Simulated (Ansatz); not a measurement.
RuSi (FeSi type, space group P2_13)

```
RuSi
1.0
    4.73591     0.00000     0.00000
    0.00000     4.73591     0.00000
    0.00000     0.00000     4.73591
Ru Si
4 4
Direct
  0.12921   0.12921   0.12921
  0.62921   0.37079   0.87079
  0.87079   0.62921   0.37079
  0.37079   0.87079   0.62921
  0.83761   0.83761   0.83761
  0.33761   0.66239   0.16239
  0.16239   0.33761   0.66239
  0.66239   0.16239   0.33761
```

The slice is a {100} plane (indices of the conventional cell) through the point (0.871, 0.629, 0.371) (fractional), spanned by u = [100] and v = [010] in vectors of this cell: u (4.74 Å) and v (4.74 Å, at 90° to u). It covers one period; positions are fractions (u, v).

Level of theory: PBE (plane waves to 420 eV, PAW, scalar-relativistic; Ansatz, a first-principles code). k mesh 10×10×10. Near the nuclei the fields are pseudised (PAW); where an atom keeps semicore shells as valence, they peak there. RuSi is run without spin polarisation. RuSi was relaxed with its symmetry unable to fall.

Question: Around which element is the density of the highest valence band (whole band, smooth part) largest on this plane?

Answer: Ru. Mean over a disc round each atom, of radius 0.45 times the shortest bond: Ru 0.042, Si 0.008 e/Å³.

Question: Around which element is the density of the lowest conduction band (whole band as if filled, smooth part) largest on this plane?

Answer: Ru. Mean over a disc round each atom, of radius 0.45 times the shortest bond: Ru 0.045, Si 0.005 e/Å³.

Question: Predict the map of the valence electron density on the slice.

Answer: 
```
|@@@@%#+=-------:::::::::-=+#%@@@|
|@@@%#*+=--::::::::::::::--+*%%@@|
|@@%%#+=--::::::::::...:::-=+#%%@|
|%%##*==--:::::::......:::-=+*#%%|
|##*+==--::::::.........::--=+**#|
|+++==---:::::.........:::--===++|
|===----::::::.........:::---====|
|-----::::::::........:::--------|
|---::::::::::.......::::--------|
|--::::::::::::......:::---------|
|-:::::::::::::....::::::--------|
|-:::::::--::::::::::::::::::----|
|--::::-----:::::::::::::...::---|
|--::::------:::::::---:.   .::--|
|--:::-------:::::::---:.    ::--|
|--:::-------::::::----::.  .::--|
|-:::::------::::::-----::..::---|
|-::::::-----::::::------::::----|
|:::::::::::::::::---------------|
|:::::::::::::::::--------------:|
|:::::::::::::::---------------::|
|::::::::::::::---------------:::|
|:::::::::::::---------::::::::::|
|---:::::::::---------:::::::----|
|==---:::::::---------::::::----=|
|+++=--:::::----------::::::--=++|
|##*+==--:::----------:::::-==+*#|
|%%%#*+=--------------::::--=*##%|
|@@%%#+=--------------:::--=+#%%@|
|@@@%%*+=-------------:::--+*#%@@|
|@@@@%#+=------------::::-=+#%@@@|
|@@@@%#+=-----------:::::-=+#%@@@|
```
Scale: ten equal steps from -1.12 (start of ' ') to 1.00 (end of '@'), in the order ' .:-=+*#%@'. Values: log₁₀ of the valence density in e/Å³. The map has 32 points along u (one character each, u = 0 at the left) and 32 along v (v = 0 in the bottom row). The scale is logarithmic, as a density can span decades between atoms and voids.
